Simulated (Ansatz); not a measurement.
## HfRu3 in the AuCu3-type structure

Method: PBEsol, scalar-relativistic; no spin polarisation; PAW, 420 eV, Γ-centred 8×8×8 mesh, 0.05 eV Gaussian smearing; code Ansatz. The datasets are Ansatz's generated set soft_2.

```cif
data_structure
_symmetry_space_group_name_H-M 'Pm-3m'
_symmetry_Int_Tables_number 221
_cell_length_a 3.9030
_cell_length_b 3.9030
_cell_length_c 3.9030
_cell_angle_alpha 90.000
_cell_angle_beta 90.000
_cell_angle_gamma 90.000
_cell_volume 59.45
loop_
_atom_site_label
_atom_site_type_symbol
_atom_site_symmetry_multiplicity
_atom_site_Wyckoff_symbol
_atom_site_fract_x
_atom_site_fract_y
_atom_site_fract_z
_atom_site_occupancy
Hf1 Hf 1 a 0.00000 0.00000 0.00000 1
Ru1 Ru 3 c 0.00000 0.50000 0.50000 1
```

This is a trial structure made by placing the elements on a prototype's sites, so it needn't be the stable form.

The cell above was scaled in volume, its shape and atoms being fixed by the lattice's symmetry. Energies are counted from the cell above.

| V (Å³/atom) | ΔE (meV/atom) | P (GPa) |
| --- | --- | --- |
| 14.27 | 20.5 | 11.5 |
| 14.57 | 5.0 | 5.4 |
| 14.86 | 0.0 | 0.0 |
| 15.16 | 4.6 | -4.9 |
| 15.46 | 17.8 | -9.2 |

**Question.** What do the points give for the equilibrium volume, the bulk modulus and its pressure derivative (third-order Birch–Murnaghan)?

**Answer.** V0 = 14.86 Å³/atom, B0 = 257 GPa, B0′ = 4.3.

B0·V0 = 256.7 GPa × 14.86 Å³ = 23.82 eV/atom sets the scale: near the minimum ΔE ≈ ½ B0 V0 x², with x = V/V0 − 1, and a pressure of 2.6 GPa squeezes the volume by about 1 %. At the ends of the curve: x = −4.0 % predicts 19.1 meV/atom and the run gives 20.5; x = +4.0 % predicts 19.0 meV/atom and the run gives 17.8. The curve is steeper than the parabola on the compressed side and flatter on the expanded side: the bulk modulus rises with pressure.

These numbers lack spin–orbit coupling. The run is a metal.
